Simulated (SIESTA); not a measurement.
**Moving the Hubbard U on Cr d in CsLiCr2Te2S3**

```yaml
crystal:
  lattice:
    - [3.42162, -5.18069, 0.00784]
    - [3.42162, 5.18069, 0.00784]
    - [-2.90411, 0.00000, 7.43093]
  atoms:
    - { symbol: Cs, position: [0.09374, 0.09374, 0.00853] }
    - { symbol: Li, position: [0.58875, 0.58875, 0.55336] }
    - { symbol: Cr, position: [0.05646, 0.46755, 0.55790] }
    - { symbol: Cr, position: [0.46755, 0.05646, 0.55790] }
    - { symbol: Te, position: [0.56486, 0.87357, 0.29035] }
    - { symbol: Te, position: [0.87357, 0.56486, 0.29035] }
    - { symbol: S, position: [0.81151, 0.39697, 0.73347] }
    - { symbol: S, position: [0.39697, 0.81151, 0.73347] }
    - { symbol: S, position: [0.21404, 0.21404, 0.48371] }
```

The cell comes from a database or a generator and needn't be the stable form of this composition.

Kept alike: task density of states; functional PBE; k mesh 5 × 5 × 4; occupations fermi-dirac, width 0.05 eV; collinear spin, ferromagnetic start. Program: SIESTA, files PseudoDojo sr-pbe-0.4.1-standard, DZP (energy shift 0.003 Ry; two zetas on semicore shells; d shell added on Cs). The mesh is that of the run's cell of 9 atoms. No spin-orbit coupling.

| Hubbard U on Cr d, U (eV) | pressure (GPa) | largest site moment (μB) |
| --- | --- | --- |
| 0 | 0.47 | 2.63 |
| 2 | 2.40 | 3.32 |
| 4 | 4.14 | 3.80 |
| 6 | 5.56 | 4.12 |

Pressure is positive in compression. For a metal such a mesh leaves the last digits unconverged. How U acts hangs on the program's projectors. The runs hold the magnetic state that their start led to, which needn't be the lowest. Site moments are Mulliken populations, which hang on the basis.

Task: What does the Hubbard U on Cr d change here?

Result: The pressure rises from 0.47 to 5.56 GPa between 0 and 6 eV. U localises the shell and weakens its bonds, so the cell pushes outwards. The largest site moment rises from 2.63 to 4.12 μB between 0 and 6 eV. U favours whole occupations of the shell, which as a rule raises the local moment.
